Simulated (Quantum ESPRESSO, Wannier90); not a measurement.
MgSe (wurtzite): Wannier90 run

Materials Project entry mp-1018040; symmetrised, unrelaxed at this level. Not found in the COD (Crystallography Open Database) copy used, which has the formula in other groups; not checked further. Method: LDA plane waves in Quantum ESPRESSO 7.5 (PseudoDojo norm-conserving files, 69 Ry, no spin polarisation, no spin-orbit coupling), Bloch states on a 12×12×4 mesh through Γ, Wannier90 4.0.1. Density: 12×12×6 mesh, cold smearing 0.01 Ry. Spin-orbit coupling, left out, would split the p-like bands by a few tenths of an eV.

On the energy scale of pw.x, whose zero is arbitrary, the valence-band maximum lies at 4.21 eV.

Input w.win:

```
num_bands = 2
num_wann = 2
exclude_bands = 1-18,21-44
num_iter = 800
conv_tol = 1.0e-6
conv_window = 4
write_hr = true
write_u_matrices = true
auto_projections = true
begin unit_cell_cart
ang
    4.2214698868    0.0000000000    0.0000000000
   -2.1107349434    3.6559001633    0.0000000000
    0.0000000000    0.0000000000    6.8167200000
end unit_cell_cart
begin atoms_frac
Mg  -0.3333333333  0.3333333333  0.4983100000
Mg   0.3333333333 -0.3333333333 -0.0016900000
Se  -0.3333333333  0.3333333333 -0.1233100000
Se   0.3333333333 -0.3333333333  0.3766900000
end atoms_frac
mp_grid = 12 12 4
begin kpoints
0.0000000000 0.0000000000 0.0000000000
0.0000000000 0.0000000000 0.2500000000
0.0000000000 0.0000000000 0.5000000000
... (573 more lines: the 12x12x4 mesh through Gamma)
end kpoints
```

Input of pw2wannier90.x that gives the overlap and projection files (equivalent; here they were cut from one run over all bands):

```
&inputpp
  outdir = './out'
  prefix = 'pwscf'
  seedname = 'w'
  write_amn = .true.
  write_mmn = .true.
  atom_proj = .true.
  atom_proj_exclude = 1 2 3 4 5 6 7 8 9 10 11 12 13 14 15 17 18 19 20 21 22 23 24 26 27 28
/
```

Output w.wout (banner and timings cut):

```
                                    ------
                                    SYSTEM
                                    ------

                              Lattice Vectors (Ang)
                    a_1     4.221470   0.000000   0.000000
                    a_2    -2.110735   3.655900   0.000000
                    a_3     0.000000   0.000000   6.816720

                   Unit Cell Volume:     105.20430  (Ang^3)

                        Reciprocal-Space Vectors (Ang^-1)
                    b_1     1.488388   0.859321  -0.000000
                    b_2     0.000000   1.718642   0.000000
                    b_3     0.000000  -0.000000   0.921731

 *----------------------------------------------------------------------------*
 |   Site       Fractional Coordinate          Cartesian Coordinate (Ang)     |
 +----------------------------------------------------------------------------+
 | mg   1  -0.33333   0.33333   0.49831   |   -2.11073   1.21863   3.39684    |
 | mg   2   0.33333  -0.33333  -0.00169   |    2.11073  -1.21863  -0.01152    |
 | se   1  -0.33333   0.33333  -0.12331   |   -2.11073   1.21863  -0.84057    |
 | se   2   0.33333  -0.33333   0.37669   |    2.11073  -1.21863   2.56779    |
 *----------------------------------------------------------------------------*
                                ------------
                                K-POINT GRID
                                ------------

             Grid size = 12 x 12 x  4      Total points =  576

 *---------------------------------- MAIN ------------------------------------*
 |  Number of Wannier Functions               :                 2             |
 |  Number of Objective Wannier Functions     :                 2             |
 |  Number of input Bloch states              :                 2             |
 |  Output verbosity (1=low, 5=high)          :                 1             |
 |  Timing Level (1=low, 5=high)              :                 1             |
 |  Optimisation (0=memory, 3=speed)          :                 3             |
 |  Length Unit                               :               Ang             |
 |  Post-processing setup (write *.nnkp)      :                 F             |
 |  Using Gamma-only branch of algorithms     :                 F             |
 *----------------------------------------------------------------------------*
 *------------------------------- WANNIERISE ---------------------------------*
 |  Total number of iterations                :               800             |
 |  Number of CG steps before reset           :                 5             |
 |  Trial step length for line search         :             2.000             |
 |  Convergence tolerence                     :         0.100E-05             |
 |  Convergence window                        :                 4             |
 |  Iterations between writing output         :                 1             |
 |  Iterations between backing up to disk     :               100             |
 |  Write r^2_nm to file                      :                 F             |
 |  Write xyz WF centres to file              :                 F             |
 |  Write on-site energies <0n|H|0n> to file  :                 F             |
 |  Use guiding centre to control phases      :                 F             |
 |  Use phases for initial projections        :                 F             |
 *----------------------------------------------------------------------------*
 *-------------------------------- PLOTTING ----------------------------------*
 |  Plotting Hamiltonian in WF basis          :                 T             |
 *----------------------------------------------------------------------------*

 *---------------------------------- K-MESH ----------------------------------*
 +----------------------------------------------------------------------------+
 |                    Distance to Nearest-Neighbour Shells                    |
 |                    ------------------------------------                    |
 |          Shell             Distance (Ang^-1)          Multiplicity         |
 |          -----             -----------------          ------------         |
 |             1                   0.143220                      6            |
 |             2                   0.230433                      2            |
 |             3                   0.248065                      6            |
 |             4                   0.271314                     12            |
 |             5                   0.286440                      6            |
 |             6                   0.338578                     12            |
 |             7                   0.367624                     12            |
 |             8                   0.378925                     12            |
       ... (lines left out)
 +----------------------------------------------------------------------------+
 | The b-vectors are chosen automatically                                     |
 | The following shells are used:                       1,  2                 |
 +----------------------------------------------------------------------------+
 |                        Shell   # Nearest-Neighbours                        |
 |                        -----   --------------------                        |
 |                          1               6                                 |
 |                          2               2                                 |
 +----------------------------------------------------------------------------+
 | Completeness relation is fully satisfied [Eq. (B1), PRB 56, 12847 (1997)]  |
 +----------------------------------------------------------------------------+
 |                  b_k Vectors (Ang^-1) and Weights (Ang^2)                  |
 |                  ----------------------------------------                  |
 |            No.         b_k(x)      b_k(y)      b_k(z)        w_b           |
 |            ---        --------------------------------     --------        |
 |             1         0.000000    0.143220    0.000000    16.250628        |
 |             2         0.124032    0.071610    0.000000    16.250628        |
 |             3         0.000000   -0.143220    0.000000    16.250628        |
 |             4         0.124032   -0.071610    0.000000    16.250628        |
 |             5        -0.124032   -0.071610    0.000000    16.250628        |
 |             6        -0.124032    0.071610    0.000000    16.250628        |
 |             7         0.000000    0.000000    0.230433     9.416319        |
 |             8         0.000000    0.000000   -0.230433     9.416319        |
 +----------------------------------------------------------------------------+
 |                           b_k Directions (Ang^-1)                          |
 |                           -----------------------                          |
 |            No.           x           y           z                         |
 |            ---        --------------------------------                     |
 |             1         0.000000    0.143220    0.000000                     |
 |             2         0.124032    0.071610    0.000000                     |
 |             3         0.124032   -0.071610    0.000000                     |
 |             4         0.000000    0.000000    0.230433                     |
 +----------------------------------------------------------------------------+

 Starting a new Wannier90 calculation ...

 Reading overlaps from w.mmn

 Reading projections from w.amn

 *------------------------------- WANNIERISE ---------------------------------*
 +--------------------------------------------------------------------+<-- CONV
 | Iter  Delta Spread     RMS Gradient      Spread (Ang^2)            |<-- CONV
 +--------------------------------------------------------------------+<-- CONV

 ------------------------------------------------------------------------------
 Initial State
  WF centre and spread    1  ( -2.110735,  1.218633, -0.840506 )     1.19386244
  WF centre and spread    2  (  2.110735, -1.218633,  2.567854 )     1.19386244
  Sum of centres and spreads ( -0.000000,  0.000000,  1.727347 )     2.38772488

      0     0.239E+01     0.0000000000        2.3877248884  <-- CONV
        O_D=      0.0000669 O_OD=      0.0003474 O_TOT=      2.3877249 <-- SPRD
 ------------------------------------------------------------------------------
      1    -0.420E-06     0.0003469250        2.3877244680  <-- CONV
        O_D=      0.0000667 O_OD=      0.0003471 O_TOT=      2.3877245 <-- SPRD
      2    -0.431E-07     0.0001104130        2.3877244248  <-- CONV
        O_D=      0.0000667 O_OD=      0.0003471 O_TOT=      2.3877244 <-- SPRD
      3    -0.151E-07     0.0000818689        2.3877244097  <-- CONV
        O_D=      0.0000667 O_OD=      0.0003471 O_TOT=      2.3877244 <-- SPRD
      4    -0.326E-08     0.0000620974        2.3877244065  <-- CONV
        O_D=      0.0000667 O_OD=      0.0003471 O_TOT=      2.3877244 <-- SPRD
             <<<     Delta < 1.000E-06  over  4 iterations     >>>
             <<< Wannierisation convergence criteria satisfied >>>
 Final State
  WF centre and spread    1  ( -2.110735,  1.218633, -0.840507 )     1.19386220
  WF centre and spread    2  (  2.110735, -1.218633,  2.567853 )     1.19386220
  Sum of centres and spreads ( -0.000000,  0.000000,  1.727346 )     2.38772440

         Spreads (Ang^2)       Omega I      =     2.387310584
        ================       Omega D      =     0.000066723
                               Omega OD     =     0.000347100
    Final Spread (Ang^2)       Omega Total  =     2.387724406
```
